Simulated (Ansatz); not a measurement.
Total density of states per atom from DFT-r²SCAN in the program Ansatz with PAW potentials, in 0.25 eV bins, energy from the Fermi level:

```csv
E (eV),states/eV/atom
-7.85,0.27
-7.60,0.37
-7.35,0.27
-7.10,0.16
-6.85,0.09
-6.60,0.12
-6.35,0.36
-6.10,0.26
-5.85,0.17
-5.60,0.14
-5.35,0.13
-5.10,0.15
-4.85,0.18
-4.60,0.40
-4.35,0.51
-4.10,0.79
-3.85,1.57
-3.60,2.28
-3.35,1.50
-3.10,0.59
-2.85,0.48
-2.60,0.49
-2.35,0.65
-2.10,0.70
-1.85,0.54
-1.60,0.55
-1.35,0.67
-1.10,0.57
-0.85,0.73
-0.60,0.73
-0.35,0.42
-0.10,0.37
0.15,0.31
0.40,0.40
0.65,0.43
0.90,0.42
1.15,0.33
1.40,0.35
1.65,0.51
1.90,0.66
2.15,0.77
2.40,0.81
2.65,0.68
2.90,0.73
3.15,0.63
3.40,0.49
3.65,0.53
3.90,0.67
4.15,0.74
4.40,0.59
4.65,0.65
```

Task: Pick the material that matches.
A. Hf2GaSb3, P-4m2 (Hf on 2g, Ga on 1b, Sb on 2g, Sb on 1a)
B. Zr2Ga3Cu, Cm (Pearson symbol mS12)
C. MgInCu4, F-43m (Mg on 4a, In on 4c, Cu on 16e)
D. LaGa3Cu, I-4m2 (La on 2a, Ga on 4e, Ga on 2c, Cu on 2d)

Result: B, Zr2Ga3Cu, Cm (Pearson symbol mS12). Within 0.5 eV of the Fermi level: Zr 4d 69 %, Ga 4p 19 %. Projections are on Löwdin-orthogonalised atomic valence shells; empty p or d shells of many metals are not among them.

The first step of the workflow began from a Materials Project structure, measured or hypothetical; the Crystallography Open Database copy checked does not list it. With Ga and Cu taken as one species the cell has the higher symmetry Ima2, so it may be an ordered model of a mixed-site phase. Its standing as an ambient phase is unchecked. Symmetry was held in the r²SCAN relaxation; its stability against distortions is not shown here. No spin polarisation was allowed. Scalar-relativistic: spin–orbit coupling is off unless named, which matters more the heavier the elements.

Potentials: the later of the program's two PAW sets.
